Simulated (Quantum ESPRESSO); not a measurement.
## In3HfO5N (input and log of a self-consistent run)

Computed values, not a measurement. The program is pw.x of Quantum ESPRESSO 7.5 (plane-wave density functional theory). The cell is made up: 10 atoms on a corundum lattice, with randomly drawn elements, strain and displacements, not relaxed. PseudoDojo standard norm-conserving files (v0.5 for PBE, v0.4.1 for LDA and PBEsol) set the functional; there is no spin polarisation, spin-orbit coupling or dispersion term, and the masses in the input are unused placeholders.

The hafnium pseudopotential is less sure than the others, with forces about 3 percent (worst 6) and pressure in oxides about 1.5 GPa (worst 2.7) from a second method in checks, which no rerun with the same files tests.

Input:

```
&control calculation='scf', pseudo_dir='./dojo.nc.sr.pbe.v0_5.standard.upf', outdir='./o', disk_io='low', tprnfor=.true., tstress=.true. /
&system ibrav=0, nat=10, ntyp=4, nbnd=49, ecutwfc=84.00895049, nosym=.true., tot_charge=0,
 occupations='smearing', smearing='fd', degauss=0.0018374661
/
&electrons conv_thr=7.350e-09, electron_maxstep=60, /
ATOMIC_SPECIES
Hf 1.0 Hf.upf
In 1.0 In.upf
N 1.0 N.upf
O 1.0 O.upf
CELL_PARAMETERS angstrom
2.9231 1.6925 5.0459
-2.8347 1.6906 4.9971
0.0426 -3.3205 5.0013
ATOMIC_POSITIONS angstrom
In 0.0767 0.0629 5.3315
In -0.0135 0.0056 2.2354
In 0.114 0.0351 9.8059
Hf 0.0951 -0.003 12.7736
O -1.0451 1.6222 8.8399
N -0.8735 -1.7901 8.805
O 2.0352 0.176 8.8188
O 1.1693 -1.6887 6.2563
O 0.8987 1.776 6.2913
O -1.9221 -0.1214 6.2163
K_POINTS automatic
5 5 5 1 1 1
```

The log is shortened where brackets say so; the opening notice, blank lines, dates and the lines on written files are dropped, and the path of the files is cut. It prints rydbergs, bohrs and kilobars, and counts compression as positive stress.

```
     Program PWSCF v.7.5
     Parallel version (MPI & OpenMP), running on       4 processor cores
     Number of MPI processes:                 4
     Threads/MPI process:                     1
     [start-up lines left out]
     bravais-lattice index     =            0
     lattice parameter (alat)  =      11.4746  a.u.
     unit-cell volume          =     976.5173 (a.u.)^3
     number of atoms/cell      =           10
     number of atomic types    =            4
     number of electrons       =        86.00
     number of Kohn-Sham states=           49
     kinetic-energy cutoff     =      84.0090  Ry
     charge density cutoff     =     336.0358  Ry
     scf convergence threshold =      7.3E-09
     mixing beta               =       0.7000
     number of iterations used =            8  plain     mixing
     Exchange-correlation= PBE
                           (   1   4   3   4   0   0   0)
     [axes and pseudopotential details left out]
   Cartesian axes
     site n.     atom                  positions (alat units)
         1        In     tau(   1) = (   0.0126316   0.0103589   0.8780350  )
         2        In     tau(   2) = (  -0.0022233   0.0009223   0.3681439  )
         3        In     tau(   3) = (   0.0187745   0.0057806   1.6149157  )
         4        Hf     tau(   4) = (   0.0156618  -0.0004941   2.1036607  )
         5        O      tau(   5) = (  -0.1721156   0.2671571   1.4558269  )
         6        N      tau(   6) = (  -0.1438551  -0.2948083   1.4500793  )
         7        O      tau(   7) = (   0.3351734   0.0289851   1.4523520  )
         8        O      tau(   8) = (   0.1925699  -0.2781089   1.0303386  )
         9        O      tau(   9) = (   0.1480053   0.2924862   1.0361027  )
        10        O      tau(  10) = (  -0.3165471  -0.0199931   1.0237510  )
     number of k points=    63  Fermi-Dirac smearing, width (Ry)=  0.0018
                       cart. coord. in units 2pi/alat
        k(    1) = (  -0.0010262  -0.0004877   0.1210950), wk =   0.0320000
        k(    2) = (  -0.0016389  -0.2431163   0.2028326), wk =   0.0320000
     [further k points left out]
     Dense  grid:   101525 G-vectors     FFT dimensions: (  72,  72,  72)
     Estimated max dynamical RAM per process >     321.99 MB
     Estimated total dynamical RAM >       1.19 GB
     Initial potential from superposition of free atoms
     starting charge      85.9864, renormalised to      86.0000
     Starting wfcs are   61 randomized atomic wfcs
     total cpu time spent up to now is        6.8 secs
     per-process dynamical memory:   251.9 Mb
     Self-consistent Calculation
     iteration #  1     ecut=    84.01 Ry     beta= 0.70
     Davidson diagonalization with overlap
     ethr =  1.00E-02,  avg # of iterations =  2.0
     total cpu time spent up to now is       18.2 secs
     total energy              =    -696.18370281 Ry
     estimated scf accuracy    <       3.41321340 Ry
     iteration #  2     ecut=    84.01 Ry     beta= 0.70
     Davidson diagonalization with overlap
     ethr =  3.97E-03,  avg # of iterations =  4.1
     total cpu time spent up to now is       33.7 secs
     total energy              =    -694.99327639 Ry
     estimated scf accuracy    <      14.74459018 Ry
     iteration #  3     ecut=    84.01 Ry     beta= 0.70
     Davidson diagonalization with overlap
     ethr =  3.97E-03,  avg # of iterations =  4.1
     total cpu time spent up to now is       47.9 secs
     total energy              =    -697.88431413 Ry
     estimated scf accuracy    <       1.03401348 Ry
     iteration #  4     ecut=    84.01 Ry     beta= 0.70
     Davidson diagonalization with overlap
     ethr =  1.20E-03,  avg # of iterations =  2.0
     total cpu time spent up to now is       60.1 secs
     total energy              =    -697.98709922 Ry
     estimated scf accuracy    <       0.20848610 Ry
     iteration #  5     ecut=    84.01 Ry     beta= 0.70
     Davidson diagonalization with overlap
     ethr =  2.42E-04,  avg # of iterations =  2.0
     total cpu time spent up to now is       71.4 secs
     total energy              =    -697.94618512 Ry
     estimated scf accuracy    <       0.13150882 Ry
     [iterations 6 to 10 left out]
     iteration # 11     ecut=    84.01 Ry     beta= 0.70
     Davidson diagonalization with overlap
     ethr =  4.14E-08,  avg # of iterations =  2.0
     total cpu time spent up to now is      155.4 secs
     total energy              =    -697.96818187 Ry
     estimated scf accuracy    <       0.00001226 Ry
     iteration # 12     ecut=    84.01 Ry     beta= 0.70
     Davidson diagonalization with overlap
     ethr =  1.43E-08,  avg # of iterations =  2.0
     total cpu time spent up to now is      167.4 secs
     total energy              =    -697.96818387 Ry
     estimated scf accuracy    <       0.00000015 Ry
     iteration # 13     ecut=    84.01 Ry     beta= 0.70
     Davidson diagonalization with overlap
     ethr =  1.78E-10,  avg # of iterations =  6.0
     total cpu time spent up to now is      186.9 secs
     total energy              =    -697.96818403 Ry
     estimated scf accuracy    <       0.00000017 Ry
     iteration # 14     ecut=    84.01 Ry     beta= 0.70
     Davidson diagonalization with overlap
     ethr =  1.78E-10,  avg # of iterations =  2.0
     total cpu time spent up to now is      198.9 secs
     total energy              =    -697.96818404 Ry
     estimated scf accuracy    <       0.00000003 Ry
     iteration # 15     ecut=    84.01 Ry     beta= 0.70
     Davidson diagonalization with overlap
     ethr =  3.82E-11,  avg # of iterations =  2.5
     total cpu time spent up to now is      211.2 secs
     End of self-consistent calculation
     [lines on levels left out]
!    total energy              =    -697.96818404 Ry
     estimated scf accuracy    <          2.4E-09 Ry
     smearing contrib. (-TS)   =      -0.00000000 Ry
     internal energy E=F+TS    =    -697.96818404 Ry
     The total energy is F=E-TS. E is the sum of the following terms:
     one-electron contribution =    -174.88998084 Ry
     hartree contribution      =     148.72924461 Ry
     xc contribution           =    -196.51927303 Ry
     ewald contribution        =    -475.28817478 Ry
     convergence has been achieved in  15 iterations
     Forces acting on atoms (cartesian axes, Ry/au):
     atom    1 type  2   force =    -0.02389803   -0.01194495   -0.02296893
     atom    2 type  2   force =    -0.00924341    0.01022208    0.00902747
     atom    3 type  2   force =    -0.02242020   -0.02659412   -0.08420397
     atom    4 type  1   force =     0.04337707    0.00543298    0.08654207
     atom    5 type  4   force =     0.02176663    0.06530642   -0.04309102
     atom    6 type  3   force =    -0.04155273   -0.01351367   -0.03973643
     atom    7 type  4   force =     0.04556087   -0.05700339   -0.03860021
     atom    8 type  4   force =     0.04323803    0.01460027    0.03515169
     atom    9 type  4   force =    -0.00928751    0.05596384    0.04512621
     atom   10 type  4   force =    -0.04754072   -0.04246946    0.05275311
     Total force =     0.227007     Total SCF correction =     0.000104
     Computing stress (Cartesian axis) and pressure
          total   stress  (Ry/bohr**3)                   (kbar)     P=     -123.70
  -0.00098139   0.00007450  -0.00006535         -144.37       10.96       -9.61
   0.00007450  -0.00110663  -0.00006361           10.96     -162.79       -9.36
  -0.00006535  -0.00006361  -0.00043463           -9.61       -9.36      -63.94
     init_run     :      6.49s CPU      6.70s WALL (       1 calls)
     electrons    :    203.59s CPU    204.47s WALL (       1 calls)
     forces       :      1.77s CPU      1.79s WALL (       1 calls)
     stress       :      5.92s CPU      5.93s WALL (       1 calls)
     [timing details left out]
     PWSCF        :   3m37.86s CPU   3m39.03s WALL
     JOB DONE.
```

In other units: free energy -9496.341 eV for the cell, pressure -12.37 GPa, largest force component 2.225 eV/Å. A rerun of the same cell at another strain at a cutoff of 1437 eV and k mesh 7 x 7 x 7 moved values by no more than 0.003 eV in energy, 0.03 GPa in stress and 0.002 eV/Å in force.